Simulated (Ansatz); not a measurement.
Starting cell, CdS (wurtzite):

```yaml
crystal:
  lattice:
    - [4.16356, 0.00000, 0.00000]
    - [-2.08178, 3.60575, 0.00000]
    - [0.00000, 0.00000, 6.76722]
  atoms:
    - { symbol: Cd, position: [0.66667, 0.33333, 0.00099] }
    - { symbol: Cd, position: [0.33333, 0.66667, 0.50099] }
    - { symbol: S, position: [0.66667, 0.33333, 0.62421] }
    - { symbol: S, position: [0.33333, 0.66667, 0.12421] }
```

In each cell atom 4 (S, nearest neighbour Cd at 2.544 Å; its periodic images, 4.2 Å or more away, move with it) moves by s·(1.000, 0.000, 0.000) (along Cartesian x), the rest being held.

Method: r2SCAN (plane waves to 500 eV, PAW, scalar-relativistic; Ansatz, an electronic-structure program). k mesh 7×7×4 (Γ-centred), Fermi-Dirac smearing 0.05 eV. E stands for the smeared free energy. F⊥ is the part of the force across the line. CdS was relaxed with its symmetry unable to fall. The zero of ΔE is the undisplaced structure.

### Question
Give the computed ΔE (meV/cell) and |F⊥| (eV/Å) at s (Å) = -0.760, -0.608, -0.152, 0.304, 0.456, 0.608.

### Answer
```
s (Å)   ΔE (meV/cell)  |F⊥| (eV/Å)
------  -------------  -----------
-0.760           2169        7.610
-0.608           1254        4.441
-0.152             64        0.232
0.304             266        0.968
0.456             644        2.310
0.608            1254        4.441
```

(For displaced atoms, the force is minus the slope of the energy, and its curvature is a force constant, which sets phonon frequencies.)
